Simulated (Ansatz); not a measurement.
KRb2RhF6:
Space group Fm-3m (No. 225); a = b = c = 8.902 Å, α = β = γ = 90.00°

| atom | site | symmetry | x | y | z |
|---|---|---|---|---|---|
| K | 4b | m-3m | 0.5000 | 0.5000 | 0.5000 |
| Rb | 8c | -43m | 0.2500 | 0.2500 | 0.2500 |
| Rh | 4a | m-3m | 0.0000 | 0.0000 | 0.0000 |
| F | 24e | 4m.m | 0.0000 | 0.0000 | 0.2224 |
(The calculation used a cell of 10 atoms; values per cell refer to that cell.)

Relaxed with r²SCAN.

### Question
Tabulate the valence density and the electron localisation function along the shortest Rb–F contact (3.16 Å), r²SCAN (plane waves, PAW; program Ansatz).

### Answer


| distance from Rb (Å) | density (e/Å³) | ELF |
|---|---|---|
| 0.32 | 1.79 | 0.30 |
| 0.47 | 2.14 | 0.69 |
| 0.63 | 1.90 | 0.84 |
| 0.79 | 1.31 | 0.88 |
| 0.95 | 0.75 | 0.86 |
| 1.10 | 0.38 | 0.78 |
| 1.26 | 0.18 | 0.53 |
| 1.42 | 0.09 | 0.14 |
| 1.58 | 0.05 | 0.02 |
| 1.74 | 0.05 | 0.02 |
| 1.89 | 0.08 | 0.09 |
| 2.05 | 0.15 | 0.37 |
| 2.21 | 0.31 | 0.64 |
| 2.37 | 0.72 | 0.77 |
| 2.53 | 1.72 | 0.83 |
| 2.68 | 4.27 | 0.81 |
| 2.84 | 8.59 | 0.71 |

The density is the valence pseudo-density with augmentation charge, so density and ELF within about 1 Å of a nucleus are not all-electron values.

The first step of the workflow began from a Materials Project structure, measured or hypothetical; the Crystallography Open Database files this formula in space group No. 225, but the cells were not matched. Whether it is the stable phase at ambient conditions was not checked. The cell was relaxed with r²SCAN under the symmetry of its start; its stability against distortions is not shown here. The run is not spin-polarised.

Potentials: the later of the program's two PAW sets.
